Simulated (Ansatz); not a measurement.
Here is the system:

Al2O3:
```cif
data_Al4O6
_chemical_formula_sum 'Al4 O6'
_space_group_name_H-M_alt 'P 1'
_space_group_IT_number 1
_cell_length_a 5.13898
_cell_length_b 5.13898
_cell_length_c 5.13898
_cell_angle_alpha 55.346
_cell_angle_beta 55.346
_cell_angle_gamma 55.346
loop_
_space_group_symop_operation_xyz
  'x, y, z'
loop_
_atom_site_label
_atom_site_type_symbol
_atom_site_fract_x
_atom_site_fract_y
_atom_site_fract_z
_atom_site_occupancy
Al1 Al 0.14794 0.14794 0.14794 1
Al2 Al 0.85206 0.85206 0.85206 1
Al3 Al 0.35206 0.35206 0.35206 1
Al4 Al 0.64794 0.64794 0.64794 1
O1 O 0.94417 0.55583 0.25000 1
O2 O 0.05583 0.44417 0.75000 1
O3 O 0.25000 0.94417 0.55583 1
O4 O 0.75000 0.05583 0.44417 1
O5 O 0.55583 0.25000 0.94417 1
O6 O 0.44417 0.75000 0.05583 1
```

This is the PBEsol-relaxed structure.

Q: All from PBEsol (plane waves, PAW; program Ansatz), unless another level is named. Predict the Born charges (a third of the trace).

A: Al +2.97, O -1.98 e.

Q: Give the electronic dielectric constant ε∞ (DFPT).

A: 3.30 (xx = yy), 3.26 (zz).

Space group R-3c (corundum). Symmetry was held in the PBEsol relaxation.

Potentials: the earlier of the program's two PAW sets. The files were generated under PBE; for other functionals the program regenerates the frozen cores, and for LDA and PBEsol the local potential too.
